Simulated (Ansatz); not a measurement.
Consider the following.

SiSn:
```
CELL_PARAMETERS angstrom
      3.86874     0.00000     0.00000
     -1.93437     3.35042     0.00000
      0.00000     0.00000     3.56444
ATOMIC_POSITIONS crystal
  Sn 0.00000 0.00000 0.00000
  Si 0.66667 0.33333 0.50000
```

This is the PBE-relaxed structure.

All from PBE (plane waves, PAW; program Ansatz), unless another level is named. Give the electronic character.

metallic (no gap).

Give the density of states at the Fermi level.

0.51 states/eV per atom (mean over ±0.08 eV).

Predict the formation energy from the elements (no fitted shifts).

41 kJ/mol of atoms.

Space group P-6m2. The cell is a constructed one: a structure type filled with these elements; neither database checked (COD, Materials Project) lists it. Whether it is the stable phase at ambient conditions was not checked. The cell keeps a stress of up to 0.3 GPa. Symmetry was held in the PBE relaxation; whether a distortion lowers the energy is not shown. The references are the lowest solids computed at this level, not always the standard phases. Spin–orbit coupling is left out wherever it is not named.

Potentials: the later of the program's two PAW sets.
